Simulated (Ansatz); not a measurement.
## BAs: computed property card

BAs:
```yaml
crystal:
  lattice:
    - [3.42889, 0.00000, 0.00000]
    - [-1.71444, 2.96950, 0.00000]
    - [0.00000, 0.00000, 7.41061]
  atoms:
    - { symbol: B, position: [0.50000, 0.00000, 0.50000] }
    - { symbol: B, position: [0.00000, 0.50000, 0.16667] }
    - { symbol: B, position: [0.50000, 0.50000, 0.83333] }
    - { symbol: As, position: [0.50000, 0.00000, 0.00000] }
    - { symbol: As, position: [0.00000, 0.50000, 0.66667] }
    - { symbol: As, position: [0.50000, 0.50000, 0.33333] }
```

Space group P6_222 (No. 180); conventional cell a = 3.4289 Å, b = 3.4289 Å, c = 7.4106 Å, α = 90.00°, β = 90.00°, γ = 120.00°.

Method: HSE06 in the plane-wave PAW code Ansatz. Structure relaxed to zero pressure with the same functional. Other levels are named where they apply.

Cell and energy:

- Volume per atom: 12.58 Å³
- Density: 5.66 g/cm³

Electronic structure:

* **Band gap**: 0.91 eV (indirect)
* **Valence-band maximum**: at Γ
* **Conduction-band minimum**: at M (3 equivalent valleys)
* **Smallest direct gap on the standard path**: 2.92 eV
* **Gap with spin–orbit coupling**: 0.91 eV (at the special points and the edges found without it)

Mechanics:

* **Bulk modulus (Birch–Murnaghan fit)**: 153 GPa
* **Pressure derivative B′**: 4.2

Charges:

- Bader charges: B +0.15, As -0.15 e

A made-up cell: these elements were put on the sites of a structure type; neither database checked (COD, Materials Project) lists it. It is not the phase usual at ambient conditions (space group No. 216). Symmetry was held in the HSE06 relaxation; its stability against distortions is not shown here. The hybrid was solved on a coarse mesh, the path and, where they were found, the r²SCAN edge points; its band edges are the extreme levels among these. Spin–orbit coupling is left out wherever it is not named.

Potentials: the later of the program's two PAW sets.
